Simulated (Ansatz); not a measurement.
YbSi$_{2}$ in space group I4_1/amd (No. 141; Yb on 4b, Si on 8e), PBEsol in the plane-wave PAW code Ansatz, all energies at zero smearing, with the estimated change up to a 700 eV cutoff added, with one set of potentials and settings (totals compare only within such a set). Cell of 6 atoms (2 Yb, 4 Si): -29842.454 eV.

```json
[
 {"element": "Yb", "reference phase": "Fm-3m, 1 atoms in the cell", "E (eV/atom)": "-13676.5077"},
 {"element": "Si", "reference phase": "Fd-3m, 2 atoms in the cell", "E (eV/atom)": "-621.4920"}
]
```

Formation energy per atom, worked out: (-29842.454 − 2×(-13676.5077) − 4×(-621.4920))/6 = -0.578 eV/atom (-56 kJ per mol of atoms), at 0 K, without zero-point energy or fitted corrections.

The first step of the workflow began from a Materials Project structure, measured or hypothetical; the Crystallography Open Database copy checked does not list it. COD files the formula under space group No. 191. Whether it is the stable phase at ambient conditions was not checked. Symmetry was held in the PBEsol relaxation; its stability against distortions is not shown here. No spin polarisation was allowed. The 4f shell is in the valence. No Hubbard U is applied. The references are the lowest solids computed at this level, not always the standard phases. Scalar-relativistic: spin–orbit coupling is off unless named, which matters more the heavier the elements.

Potentials: the later of the program's two PAW sets.
